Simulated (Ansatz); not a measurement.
SrCl$_{2}$:
```yaml
crystal:
  lattice:
    - [0.00000, 3.49746, 3.49746]
    - [3.49746, 0.00000, 3.49746]
    - [3.49746, 3.49746, 0.00000]
  atoms:
    - { symbol: Sr, position: [0.00000, 0.00000, 0.00000] }
    - { symbol: Cl, position: [0.25000, 0.25000, 0.25000] }
    - { symbol: Cl, position: [0.75000, 0.75000, 0.75000] }
```

Plane-wave PAW r²SCAN (Ansatz code) gives a gap of 5.94 eV without spin–orbit coupling, maximum at X, minimum at Γ.

Question: What happens when spin–orbit coupling is switched on?

Answer: The gap stays essentially unchanged, to 5.94 eV; maximum at X, minimum at Γ.

Question: Give the electron effective mass with spin–orbit coupling.

Answer: 0.39 mₑ (isotropic).

Question: Give the hole effective mass with spin–orbit coupling.

Answer: 0.45, 3.9, 3.9 mₑ (principal values).

Space group Fm-3m (fluorite). The r²SCAN relaxation kept the symmetry of its start; phonons on a q-mesh show no instability.

Potentials: the later of the program's two PAW sets.
